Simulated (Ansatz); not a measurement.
TePb:
```yaml
crystal:
  lattice:
    - [0.00000, 3.26787, 3.26787]
    - [3.26787, 0.00000, 3.26787]
    - [3.26787, 3.26787, 0.00000]
  atoms:
    - { symbol: Te, position: [0.00000, 0.00000, 0.00000] }
    - { symbol: Pb, position: [0.50000, 0.50000, 0.50000] }
```

Relaxed with r²SCAN. 

HSE06 on this cell (Ansatz, a quantum-chemistry and plane-wave program, PAW) gives a gap of 1.21 eV. What does r²SCAN give?

1.10 eV.

Cost on shared cores: the r²SCAN run (SCF on a 7×7×7 mesh, then bands and DOS) around 13 core-seconds (rough), the HSE06 run (SCF on 6×6×6, then a few points) roughly 60 core-seconds; the tasks are unlike.

Space group Fm-3m (rock salt). The r²SCAN relaxation kept the symmetry of its start. Scalar-relativistic: spin–orbit coupling is off unless named, which matters more the heavier the elements.

Potentials: the earlier of the program's two PAW sets.

Ansatz is a plane-wave DFT program.
